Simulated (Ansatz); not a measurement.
The start is a randomly generated symmetric cell of WC (space group No. 11). A full variable-cell relaxation at zero pressure is run with PBE (plane waves to 420 eV, PAW, scalar-relativistic; Ansatz, a program for electronic structure). First-step values are on the input's coarse k-mesh.

Ansatz input (later rounds restart from its end on a renewed k-mesh):
Ansatz 0.2 input:
```yaml
crystal:
  lattice:
    - [2.8561615, 0, 0]
    - [0, 10.2237966, 0]
    - [-1.1699344, 0, 3.8925372]
  atoms:
    - { symbol: C, position: [0.5, 0, 0] }
    - { symbol: C, position: [0.5, 0.5, 0] }
    - { symbol: C, position: [0, 0, 0] }
    - { symbol: C, position: [0, 0.5, 0] }
    - { symbol: W, position: [0.5, 0, 0.5] }
    - { symbol: W, position: [0.5, 0.5, 0.5] }
    - { symbol: W, position: [0.81098799, 0.25, 0.63755931] }
    - { symbol: W, position: [0.18901201, 0.75, 0.36244069] }
basis: { ecutwfc: 420, ecutrho_ratio: 4, xc_grid: 2, fft_grid_basis: typed }
kpoints: { mp_grid: { grid: [8, 3, 6] } }
hamiltonian:
  xc: pbe
  dispersion: none
  pseudopotentials: { azcp: { folder: ./paw }, kind: paw }
scf: { occupations: { method: fermi_dirac, width: 0.05 } }
relax: { f_tol: 0.01, max_steps: 100, cell: { stress_tol: 0.02 } }
output: { forces: true, stress: true }
```

Task: Which atoms feel the largest initial force, and how large is it?

Result: About 0.7 eV/Å, on W7, W8 (atoms numbered as listed).

Task: What symmetry does the relaxed structure have?

Result: The space group goes from P2₁/m (No. 11) to Cmcm (No. 63), with 8 atoms in the primitive cell.

Task: How does the volume per atom move from start to end?

Result: -13.9 %, from 14.21 to 12.23 Å³/atom.

Task: What band gap does the relaxed structure have at this level?

Result: Zero (metallic).

Task: What does it relax into? Give the structure.

Result: 
Space group Cmcm (No. 63); a = 5.029 Å, b = 6.817 Å, c = 5.707 Å, α = 90.00°, β = 90.00°, γ = 90.00°

| atom | site | symmetry | x | y | z |
|---|---|---|---|---|---|
| C | 8d | -1 | 0.2500 | 0.2500 | 0.0000 |
| W | 4a | 2/m.. | 0.0000 | 0.0000 | 0.0000 |
| W | 4c | m2m | 0.0000 | 0.3739 | 0.2500 |
(The calculation used a cell of 8 atoms; values per cell refer to that cell.)

Final values are on a 12×12×8 k-mesh of the relaxed cell. No spin polarisation in the result.

The run could not lose the symmetry of its start: the end is stationary, and may be a saddle point rather than a minimum.

The relaxed structure here is a generated cell of WC: the first start was made by a random draw of sites in a space group, and the end was not matched to a known phase here, so it may be hypothetical. Known forms of WC include space group No. 187.
